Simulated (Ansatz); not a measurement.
# Does relaxation matter for the field gradients of KBr with Cl replacing Br?

Start: a supercell of KBr (rock salt type, Fm-3m) built from a COD entry, with all atoms left at the host's positions.

Space group Fm-3m (No. 225); a = 19.8000 Å.

| site | Wyckoff | site symmetry | x | y | z |
| --- | --- | --- | --- | --- | --- |
| K1 | 32f | .3m | 0.3333 | 0.8333 | 0.8333 |
| K2 | 24e | 4m.m | 0.5000 | 0.0000 | 0.8333 |
| K6 | 48h | m.m2 | 0.8333 | 0.1667 | 0.0000 |
| K27 | 4a | m-3m | 0.0000 | 0.5000 | 0.5000 |
| Cl | 4b | m-3m | 0.5000 | 0.0000 | 0.0000 |
| Br29 | 48i | m.m2 | 0.6667 | 0.1667 | 0.0000 |
| Br32 | 32f | .3m | 0.8333 | 0.1667 | 0.1667 |
| Br42 | 24e | 4m.m | 0.0000 | 0.5000 | 0.3333 |

One atom of each set is listed; the run and its k-mesh use a cell of 54 atoms with edges of 14.00, 14.00, 14.00 Å.

Computed with Ansatz: DFT, PBE, plane waves and PAW, scalar-relativistic, 420 eV cutoff, Γ-centred 2×2×2 k-points, Fermi–Dirac smearing 0.01 eV.

The largest force at the start is 0.13 eV/Å. Relaxing the ions at fixed cell moves them by 0.074 Å at most (atom 2, K) and 0.026 Å rms.

```json
{"site": "K2", "moved (Å)": "0.074", "first shell before": "5 Br at 3.30 Å, 1 Cl at 3.30 Å", "first shell after": "1 Cl at 3.23 Å, 5 Br at 3.29–3.35 Å", "V_zz before (10²¹ V/m²)": "0.10", "η before": "0.00"}
{"site": "K6", "moved (Å)": "0.001", "first shell before": "6 Br at 3.30 Å", "first shell after": "6 Br at 3.30–3.31 Å", "V_zz before (10²¹ V/m²)": "<0.005", "η before": "–"}
{"site": "Cl", "moved (Å)": "0.000", "first shell before": "6 K at 3.30 Å", "first shell after": "6 K at 3.23 Å", "V_zz before (10²¹ V/m²)": "0.00", "η before": "–"}
{"site": "Br29", "moved (Å)": "0.008", "first shell before": "6 K at 3.30 Å", "first shell after": "6 K at 3.29–3.31 Å", "V_zz before (10²¹ V/m²)": "0.021", "η before": "0.85"}
{"site": "Br42", "moved (Å)": "0.024", "first shell before": "6 K at 3.30 Å", "first shell after": "6 K at 3.30–3.35 Å", "V_zz before (10²¹ V/m²)": "0.010", "η before": "0.00"}
```

Q: How do the gradients change?

A: 

| site | V_zz after | η after | change of V_zz |
| --- | --- | --- | --- |
| K2 | 0.16 | 0.00 | +0.06 |
| K6 | 0.051 | 0.95 | +0.05 |
| Cl | 0.00 | – | 0.00 |
| Br29 | 0.42 | 0.84 | – |
| Br42 | 0.20 | 0.00 | +0.19 |

The largest change of V_zz along a kept axis is on Br42, from 0.010 to 0.20. The whole tensor moves most on Br29, by 0.44 along its most changed direction. On Br29 the largest principal value lies along another axis in the second run, so the two V_zz can't be compared directly. Other sites with |V_zz| of 0.02 or less aren't listed.

The defect repeats with the cell of 54 atoms, so it feels its images: sites between two images don't show the values beside a lone defect, and zeros or small values of η there can come from the images' arrangement.
Before: The neighbours have not yet relaxed around the defect (largest force 0.13 eV/Å), so a real crystal will differ.
After: The relaxation keeps the site symmetry m-3m of the start, so the impurity can't leave its site; a start off the site could end lower.
